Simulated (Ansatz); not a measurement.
Method: DFT PBE, scalar-relativistic, plane waves, PAW in Ansatz. Settings: cutoff 420 eV, Γ-centred meshes spaced at most about 0.3 Å⁻¹, and about 0.25 Å⁻¹ or finer for metals (2π included), Gaussian smearing. No spin polarisation in the final relaxations.

Each of these unrelaxed guesses is relaxed in cell and atoms within its symmetry. A guess keeps its type if space group and coordination stay and the shape of the cell changes little (axis ratios within about 15 %, angles within 6°); the volume may change.

1. GaAs4

```cif
data_structure
_symmetry_space_group_name_H-M 'P4/mmm'
_symmetry_Int_Tables_number 123
_cell_length_a 4.6010
_cell_length_b 4.6010
_cell_length_c 5.8628
_cell_angle_alpha 90.000
_cell_angle_beta 90.000
_cell_angle_gamma 90.000
_cell_volume 124.11
loop_
_atom_site_label
_atom_site_type_symbol
_atom_site_symmetry_multiplicity
_atom_site_Wyckoff_symbol
_atom_site_fract_x
_atom_site_fract_y
_atom_site_fract_z
_atom_site_occupancy
Ga1 Ga 1 b 0.00000 0.00000 0.50000 1
As1 As 2 h 0.50000 0.50000 0.22009 1
As2 As 2 g 0.00000 0.00000 0.85092 1
```

2. BiSb2Se

```cif
data_structure
_symmetry_space_group_name_H-M 'P6/mmm'
_symmetry_Int_Tables_number 191
_cell_length_a 3.9574
_cell_length_b 3.9574
_cell_length_c 8.8244
_cell_angle_alpha 90.000
_cell_angle_beta 90.000
_cell_angle_gamma 120.000
_cell_volume 119.68
loop_
_atom_site_label
_atom_site_type_symbol
_atom_site_symmetry_multiplicity
_atom_site_Wyckoff_symbol
_atom_site_fract_x
_atom_site_fract_y
_atom_site_fract_z
_atom_site_occupancy
Sb1 Sb 2 e 0.00000 0.00000 0.17854 1
Bi1 Bi 1 b 0.00000 0.00000 0.50000 1
Se1 Se 1 a 0.00000 0.00000 0.00000 1
```

3. GaO

```cif
data_structure
_symmetry_space_group_name_H-M 'F-43m'
_symmetry_Int_Tables_number 216
_cell_length_a 4.7317
_cell_length_b 4.7317
_cell_length_c 4.7317
_cell_angle_alpha 90.000
_cell_angle_beta 90.000
_cell_angle_gamma 90.000
_cell_volume 105.94
loop_
_atom_site_label
_atom_site_type_symbol
_atom_site_symmetry_multiplicity
_atom_site_Wyckoff_symbol
_atom_site_fract_x
_atom_site_fract_y
_atom_site_fract_z
_atom_site_occupancy
Ga1 Ga 4 a 0.00000 0.00000 0.00000 1
O1 O 4 c 0.25000 0.25000 0.25000 1
```

Question: Which keep their type?

Answer: Guess 3 keeps its type. Symmetry leaves only the cell edge free in guess 3, so these can't change.

| guess | kept | start group | end group | V start (Å³/atom) | V end | b/a and c/a, end over start | nearest neighbours start | nearest neighbours end |
| --- | --- | --- | --- | --- | --- | --- | --- | --- |
| 1 | no | P4/mmm | P4/mmm | 24.8 | 23.7 | 1.00, 1.59 | As 1, Ga 2 | As 5/6, Ga 2 |
| 2 | no | P6/mmm | P6/mmm | 29.9 | 29.0 | 1.00, 1.62 | Bi 2, Sb 1, Se 2 | Bi 8, Sb 1, Se 2 |
| 3 | yes | F-43m | F-43m | 13.2 | 14.3 | 1.00, 1.00 | Ga 4, O 4 | Ga 4, O 4 |

Neighbours count within 15 % of an atom's shortest distance; end groups are read at 0.02 Å (0.05 Å in metals).

Spin–orbit coupling, which can matter for Bi and Sb, is left out. In GaAs4 P4/mmm, BiSb2Se P6/mmm, GaO F-43m an odd number of electrons in the primitive cell allows no gap without spin; a larger cell or a magnetic state could open one. A magnetic state wasn't ruled out in cells without spin, among them GaAs4 P4/mmm, BiSb2Se P6/mmm. Cells relaxed within their symmetry can be saddle points.

In counts of neighbours, a slash parts the counts of unlike sites.
